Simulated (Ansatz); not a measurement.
Rb (bcc (W type), Im-3m) at seven volumes, the program Ansatz at the PBEsol level (PAW), scaled uniformly. One row is withheld.

```tsv
V (Å³/atom)	P (GPa)
78.738	0.33
81.334	0.21
83.930	0.10
86.526	0.00
89.121	?
91.717	-0.15
94.313	-0.22
```

**Question.** Fit the shown pressures and predict the withheld one.

**Answer.** Third-order Birch–Murnaghan: P = (3/2)B₀(x^(7/2) − x^(5/2))[1 + (3/4)(B′ − 4)(x − 1)] with x = (V₀/V)^(2/3). Least squares on the six rows gives V₀ = 86.642 Å³/atom, B₀ = 2.963 GPa, B′ = 3.28. At V = 89.121, x = 0.9814 and P = -0.08 GPa. The run itself gave -0.08 GPa.

The PBEsol relaxation kept the symmetry of its start.

Potentials: the earlier of the program's two PAW sets. The files were generated under PBE; for other functionals the program regenerates the frozen cores, and for LDA and PBEsol the local potential too.
